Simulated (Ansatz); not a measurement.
This run works on a generated trial structure, not on a known crystal.

Input and command of a plane-wave DFT calculation in Ansatz:

```yaml
crystal:
  lattice:
    - [5.498408892, 0.0, 0.0]
    - [0.0, 5.498408892, 0.0]
    - [0.0, 0.0, 7.1290190594]
  atoms:
    - { symbol: K, position: [0.0, 0.0, -0.0733725923] }
    - { symbol: Zn, position: [0.5, 0.5, 0.6962370893] }
    - { symbol: I, position: [0.5, 0.5, 0.0604891755] }
    - { symbol: I, position: [0.0, 0.5, 0.5792731788] }
    - { symbol: I, position: [0.5, 0.0, 0.5792731788] }
basis:
  ecutwfc: 500
kpoints:
  mp_grid: { grid: [6, 6, 6] }
hamiltonian:
  xc: r2scan
scf:
  occupations: { method: gaussian, width: 0.1 }
output:
  forces: true
  stress: true
  eigenvalues: true
```

```bash
ansatz run input.yaml --threads 1 --pin off --max-ram 2560MiB --backend cpu --events-out ev --progress --plain --runs-dir out
```

Processor: Arm Neoverse V2, 1 thread, on a host shared with other jobs.

Q: Estimate time, memory and problem size.

A: About 74 s, peak memory 0.98 GiB. It solves 44 bands at 40 k points (after reduction by symmetry) with about 5453 plane waves, in 8 SCF iterations.
